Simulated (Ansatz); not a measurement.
A trial form of SrTi2O4

Computed with Ansatz 0.2.0, DFT PBE, scalar-relativistic, plane waves, PAW. Cutoff 420 eV, Gaussian smearing, Γ-centred meshes. Cell and atoms relax first on a coarse mesh, the cell is then made exact in the group found at 0.06 to 0.08 Å, and last on a converged mesh; the steps can't lower the symmetry of their start. Collinear spin, starting moments Ti 1.0 (×4) μB.

This trial cell of SrTi2O4 was written down by chemical analogy (Fd-3m, No. 227). Its size is a guess.

```xyz
14
Lattice="0.0000 4.4850 4.4850 4.4850 0.0000 4.4850 4.4850 4.4850 0.0000" Properties=species:S:1:pos:R:3 pbc="T T T"
Sr    6.7275    6.7275    6.7275
Sr    4.4850    4.4850    4.4850
Ti    3.3638    3.3638    1.1213
Ti    1.1213    3.3638    3.3638
Ti    3.3638    1.1213    3.3638
Ti    1.1213    1.1213    1.1213
O     8.0282    8.0282    8.0282
O     5.4269    8.0282    5.4268
O     8.0282    5.4269    5.4269
O     5.7857    5.7857    3.1844
O     5.4268    5.4268    8.0282
O     5.7857    3.1844    5.7857
O     3.1844    5.7857    5.7857
O     3.1844    3.1844    3.1844
```

Energies over the elements count from the elements' standard structures at the same level (O₂ as a molecule), with no fitted energy shifts.

Q: Describe the relaxed structure.

A: The symmetry stays Fd-3m (No. 227). The end has the spinel type. The volume per atom grows by 2.6 %, from 12.9 to 13.2 Å³. The shortest distance goes from 2.08 Å (Ti–O) to 2.09 Å (Ti–O). Conventional cell: a = 9.047 Å. Sr is surrounded by 4 O at 2.29 Å and 12 Ti at 3.75 Å; Ti is surrounded by 6 O at 2.09 Å, 6 Ti at 3.20 Å, 2 O at 3.58 Å and 6 Sr at 3.75 Å; O is surrounded by 3 Ti at 2.09 Å, 1 Sr at 2.29 Å and 3 O at 2.66 Å.

Space group Fd-3m:1 (No. 227). a = 9.047 Å, b = 9.047 Å, c = 9.047 Å, α = 90.00°, β = 90.00°, γ = 90.00°
```
atom  site  symmetry       x       y       z
  Sr    8a      -43m  0.2500  0.2500  0.2500
  Ti   16d      .-3m  0.3750  0.8750  0.1250
   O   32e       .3m  0.3962  0.3962  0.3962
```

Q: Give its energy and gap.

A:

| Item | Value |
| --- | --- |
| Formation energy | −2.76 eV/atom |
| Gap on the 6×6×6 mesh of the 14-atom cell | 0 eV (a metal) |
| Net moment per atom | 0.02 μB |
| Moment by site | all under 0.1 μB |

The last run used collinear spin and Gaussian smearing of 0.10 eV. In such compounds of Ti a zero gap at this level may well be an artefact, since no Hubbard U is applied. Symmetry constrained the relaxation, so the result can be a saddle point. Another cell of the same search, in Cmcm, lies 111 meV/atom lower, so this cell isn't the stable form at this level. Site moments count only spheres around the atoms; the net moment includes the space between them.
